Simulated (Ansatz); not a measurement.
InP:
```cif
data_In4P4
_chemical_formula_sum 'P4 In4'
_space_group_name_H-M_alt 'F-43m'
_space_group_IT_number 216
_space_group_name_Hall 'F -4 2 3'
_cell_length_a 5.82676
_cell_length_b 5.82676
_cell_length_c 5.82676
_cell_angle_alpha 90.000
_cell_angle_beta 90.000
_cell_angle_gamma 90.000
loop_
_atom_site_label
_atom_site_type_symbol
_atom_site_symmetry_multiplicity
_atom_site_Wyckoff_symbol
_atom_site_fract_x
_atom_site_fract_y
_atom_site_fract_z
_atom_site_occupancy
P1 P 4 c 0.25000 0.25000 0.25000 1
In1 In 4 a 0.00000 0.00000 0.00000 1
```
(The calculation used a cell of 2 atoms; values per cell refer to that cell.)

Relaxed with LDA.

Q: Decompose the optical modes at the zone centre into irreducible representations, and say which are infrared and Raman allowed.

A: Point group -43m: Γ_opt = T2. Infrared: T2. Raman: T2.

Q: Assign frequencies (DFPT, DFT-LDA in the program Ansatz with PAW potentials; without the LO–TO term).

A: T2 304 cm⁻¹.

Symmetry was held in the LDA relaxation; of distortions, only those at the zone centre were tested.

Potentials: the later of the program's two PAW sets.
